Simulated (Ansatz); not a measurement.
Data:

Ga₂O₃:
```cif
data_Ga4O6
_chemical_formula_sum 'Ga4 O6'
_space_group_name_H-M_alt 'P 1'
_space_group_IT_number 1
_cell_length_a 6.31338
_cell_length_b 6.31338
_cell_length_c 5.80841
_cell_angle_alpha 76.605
_cell_angle_beta 103.395
_cell_angle_gamma 152.143
loop_
_space_group_symop_operation_xyz
  'x, y, z'
loop_
_atom_site_label
_atom_site_type_symbol
_atom_site_fract_x
_atom_site_fract_y
_atom_site_fract_z
_atom_site_occupancy
Ga1 Ga 0.09046 0.90954 0.79465 1
Ga2 Ga 0.90954 0.09046 0.20535 1
Ga3 Ga 0.65879 0.34121 0.31432 1
Ga4 Ga 0.34121 0.65879 0.68568 1
O1 O 0.16418 0.83582 0.10909 1
O2 O 0.83582 0.16418 0.89091 1
O3 O 0.17336 0.82664 0.56356 1
O4 O 0.82664 0.17336 0.43644 1
O5 O 0.49631 0.50369 0.25627 1
O6 O 0.50369 0.49631 0.74373 1
```

This is the r²SCAN-relaxed structure.

**Question.** All from DFT-r²SCAN in the program Ansatz with PAW potentials, unless another level is named. Predict the HSE06 gap on the r²SCAN cell.

**Answer.** 4.18 eV.

**Question.** What about the hole effective mass?

**Answer.** 3.1, 3.7, 4.7 mₑ (principal values).

**Question.** What about the weight of the valence-edge state by species (Voronoi cells)?

**Answer.** O 96 %, Ga 4 %.

**Question.** And the conduction-band minimum?

**Answer.** at Γ.

Space group C2/m. The r²SCAN relaxation kept the symmetry of its start. Spin–orbit coupling is left out wherever it is not named.

Potentials: the later of the program's two PAW sets.
